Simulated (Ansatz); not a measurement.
Ba₆LiNb₂IrCl₂O₁₂: field gradients at two levels of theory

Cell: a computed structure from the Materials Project (it need not be an observed phase), taken as it stands.

```
Ba Li Nb Ir Cl O
1.0
     6.00184    0.00000    0.00000
    -2.99626    5.23695    0.00000
    -0.00412   -1.30184   15.35158
Ba Li Nb Ir Cl O
6 1 2 1 2 12
Direct
  0.68946 0.37986 0.63323
  0.65223 0.30562 0.21797
  0.33161 0.66440 0.36320
  0.30348 0.60796 0.09400
  0.62151 0.24400 0.96552
  0.37124 0.74241 0.77693
  0.79457 0.58793 0.82647
  0.97635 0.95350 0.18405
  0.05029 0.10105 0.81610
  0.98041 0.96086 0.99875
  0.34241 0.68562 0.57355
  0.66358 0.32831 0.42518
  0.81027 0.09333 0.09328
  0.65455 0.79241 0.24227
  0.89700 0.29274 0.77323
  0.13050 0.78554 0.24203
  0.14622 0.28630 0.24697
  0.14475 0.85960 0.89484
  0.89937 0.80064 0.73015
  0.71539 0.86105 0.89479
  0.14895 0.29606 0.93653
  0.28251 0.08997 0.09323
  0.39492 0.29094 0.77291
  0.82134 0.64615 0.07981
```

Atom numbers follow the list; atoms alike are taken as one site, whose name carries the number of the first.

First run. Method: Kohn–Sham DFT in Ansatz, PBE, plane waves and PAW, scalar-relativistic, 420 eV cutoff, Γ-centred 5×5×2 k-points, Fermi–Dirac smearing 0.02 eV.

```tsv
site	atom	V_zz (10²¹ V/m²)	η
Ba1	1	-15.42	0.26
Ba2	2	5.47	0.24
Ba3	3	-16.29	0.08
Ba4	4	-6.73	0.96
Ba5	5	14.36	0.30
Ba6	6	8.92	0.26
Nb8	8	2.75	0.69
Nb9	9	-5.63	0.32
Ir	10	8.12	0.18
Cl11	11	0.69	0.32
Cl12	12	0.76	0.87
O19	19	-2.32	0.32
O20	20	7.30	0.37
O23	23	1.45	0.74
```

Second run. The same atoms and settings, except that the functional is r2SCAN and the cutoff is 500 eV.

Task: Given the first result, estimate the second.

Result: 

```tsv
site	atom	V_zz	η	change of V_zz
Ba1	1	-16.15	0.26	-0.73
Ba2	2	5.68	0.33	+0.21
Ba3	3	-16.99	0.09	-0.70
Ba4	4	-7.12	0.97	-0.39
Ba5	5	14.74	0.31	+0.38
Ba6	6	9.66	0.19	+0.74
Nb8	8	2.79	0.70	+0.04
Nb9	9	-5.95	0.29	-0.32
Ir	10	5.81	0.22	-2.31
Cl11	11	0.96	0.91	+0.27
Cl12	12	-0.41	0.47	–
O19	19	-2.32	0.25	0.00
O20	20	7.13	0.44	-0.17
O23	23	1.38	0.65	-0.07
```

The largest change of V_zz along a kept axis is on Ir, from 8.12 to 5.81. In per cent, |V_zz| changes by +3 to +8 on Ba, +1 to +6 on Nb, -28 on Ir, +40 on Cl, -5 to 0 on O (all sites that start above 0.5, bar those whose gradient vanishes or changes sign or whose main axis turns by over 40°). Where |V_zz| stays above 0.1 and the axes keep their order, η moves most on Cl11, from 0.32 to 0.91. On Cl12 the largest principal value lies along another axis in the second run, so the two V_zz can't be compared directly. The table leaves out 10 of the 24 sites, with |V_zz| up to 8.00; their tensors move by 0.39 at most along any direction. The statements above cover all sites.

Spin–orbit coupling is left out, which shifts gradients on Ir by a few per cent, and by more where contributions nearly cancel. With these PAW files V_zz is typically within 2 to 3 % of all-electron values, but misses above 10 % occur on Li.
For the first run: The largest force is 0.5 eV/Å, so the atoms aren't at the calculated equilibrium and relaxing them would move these values.
For the second run: The largest force is 0.8 eV/Å, so the atoms aren't at the calculated equilibrium and relaxing them would move these values.
